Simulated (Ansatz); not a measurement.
**InPd: one input, then a changed one**

The cell is the one relaxed in the Materials Project (mp-21215), not relaxed further here; entries there can be hypothetical. The listed cell was then made from it by scaling, straining or moving an atom.

First run: DFT, LDA, PAW with Ansatz's default frozen-core files, scalar-relativistic (Ansatz 0.2.0).

Command: `ansatz run input.yaml --threads 1 --pin off --max-ram 2048MiB --backend cpu --events-out ev --progress --plain --runs-dir out` The run took 7.5 s on 1 thread of Intel(R) Xeon(R) Platinum 8259CL CPU @ 2.50GHz (Skylake/Cascade Lake), with other jobs on the host, peak memory 0.45 GiB.

```yaml
crystal:
  lattice:
    - [3.3042817858, 0.0, 0.0]
    - [0.0, 3.3042817858, 0.0]
    - [0.0, 0.0, 3.3042817858]
  atoms:
    - { symbol: In, position: [0.0, 0.0, 0.0] }
    - { symbol: Pd, position: [0.5, 0.5, 0.5] }
kpoints:
  mp_grid: { grid: [13, 13, 13] }
scf:
  occupations: { method: fermi_dirac, width: 0.03 }
hamiltonian:
  xc: lda
  pseudopotentials: { kind: paw }
output:
  forces: true
  stress: true
  eigenvalues: true
  efg: { contact_densities: true }
  write_density: true
  write_potential: true
  elf: true
  volumetric_format: npy
```

Result: converged; pressure -9.66 GPa; 6 SCF iterations.

Spin polarisation is left out, and whether a magnetic state lies lower isn't shown here.

Spin–orbit coupling is left out, though it moves levels of the heavy atoms by tenths of an eV or more.

The input is then changed:

```diff
@@ -23,3 +23,5 @@
   elf: true
   volumetric_format: npy
+basis:
+  ecutwfc: "18.4 Ry"
```

Q: What does the second run give?

A: It converged; energy at zero smearing +1384.6 meV/atom from the first run; pressure -5.59 GPa; 6 SCF iterations. Some of these settings are too coarse for converged properties.
